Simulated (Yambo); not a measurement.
Absorption of BaMg$_{2}$FeH$_{8}$ (space group P-3m1, No. 164) with and without the electron-hole interaction (Yambo, LDA bands; 6×6×4 mesh, 8 valence and 7 conduction bands, static screening with 72 bands and a 3 Ry block, scissor 1.00 eV, Tamm-Dancoff; field along x). Axes are Cartesian, with cell vectors (Å) (4.56, 0.00, 0.00), (-2.28, 3.95, 0.00), (0.00, 0.00, 6.97).

```
E (eV)  Im ε, BSE  Im ε, independent quasiparticles
------  ---------  --------------------------------
0.70         0.06                              0.04
0.80         0.07                              0.04
0.90         0.07                              0.05
1.00         0.08                              0.05
1.10         0.08                              0.05
1.20         0.09                              0.05
1.30         0.09                              0.06
1.40         0.10                              0.06
1.50         0.11                              0.06
1.60         0.12                              0.07
1.70         0.14                              0.07
1.80         0.16                              0.08
1.90         0.19                              0.08
2.00         0.24                              0.09
2.10         0.33                              0.10
2.20         0.47                              0.12
2.30         0.59                              0.14
2.40         0.69                              0.18
2.50         0.69                              0.23
2.60         0.69                              0.29
2.70         0.86                              0.37
2.80         1.05                              0.44
2.90         1.10                              0.45
3.00         1.11                              0.50
3.10         1.11                              0.58
3.20         1.14                              0.64
3.30         1.18                              0.72
3.40         1.25                              0.76
3.50         1.36                              0.82
3.60         1.61                              0.92
3.70         1.79                              1.00
3.80         1.98                              1.00
3.90         2.09                              1.06
4.00         2.36                              1.08
4.10         2.96                              1.14
4.20         4.30                              1.19
4.30         6.38                              1.22
4.40         7.58                              1.25
4.50         7.79                              1.44
4.60         7.22                              1.81
4.70         6.96                              2.31
4.80         6.74                              2.67
4.90         6.08                              3.13
5.00         5.90                              4.01
5.10         6.50                              4.65
5.20         7.49                              4.50
5.30         7.50                              4.21
5.40         7.06                              4.05
5.50         6.32                              4.51
5.60         5.58                              5.09
5.70         5.24                              5.79
5.80         5.19                              6.58
5.90         5.36                              6.50
6.00         5.60                              5.85
6.10         5.86                              5.46
6.20         6.59                              5.47
6.30         6.93                              5.59
6.40         6.02                              5.65
```

The scissor comes from a G0W0 run whose convergence isn't established. Broadening 0.15 eV. The band window holds all transitions up to 6.5 eV. Fine structure above the onset can come from the mesh.

Geometry of the Materials Project entry, not relaxed at this level; primitive cell a = 4.557 Å, b = 4.557 Å, c = 6.970 Å, α = 90.00°, β = 90.00°, γ = 120.00°.

The structure is a Materials Project entry; no match was found in the copy of COD used, and its stability was not checked.

The runs are not spin-polarised; magnetic order was not tried.
